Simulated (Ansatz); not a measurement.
PbI2:
```
PbI2
1.0
    4.46951     0.00000     0.00000
   -2.23476     3.87071     0.00000
    0.00000     0.00000     6.78453
Pb I
1 2
Direct
  0.00000   0.00000   0.00000
  0.33333   0.66667   0.27454
  0.66667   0.33333   0.72546
```

Relaxed with LDA. Special points in fractions of this cell's reciprocal vectors: Γ (0.000, 0.000, 0.000); M (0.500, 0.000, 0.000); K (0.333, 0.333, 0.000); A (0.000, 0.000, 0.500); L (0.500, 0.000, 0.500); H (0.333, 0.333, 0.500).

List the band energies nearest the valence-band maximum at these points for LDA with spin–orbit coupling in the plane-wave PAW code Ansatz.

In eV from the valence-band maximum; about four levels below and three above (degenerate sets whole), none deeper than 8.9 eV; points with the same levels are listed once.

```tsv
k	below	above
Γ	-0.98 -0.98 -0.78 -0.78	1.40 1.40 2.88 2.88
M	-1.16 -1.16 -0.45 -0.45	2.01 2.01 3.33 3.33
K	-2.17 -2.17 -1.18 -1.18	3.33 3.33 4.21 4.21
A	-0.72 -0.72 0.00 0.00	1.14 1.14 2.59 2.59
L	-1.48 -1.48 -0.86 -0.86	2.35 2.35 3.18 3.18
H	-1.04 -1.04 -0.27 -0.27	2.17 2.17 3.10 3.10
```

Space group P-3m1 (CdI2 type). The LDA relaxation kept the symmetry of its start. A crystal of weakly bound layers computed without a dispersion correction: the cell and the soft elastic constants depend strongly on that.

Potentials: the later of the program's two PAW sets.
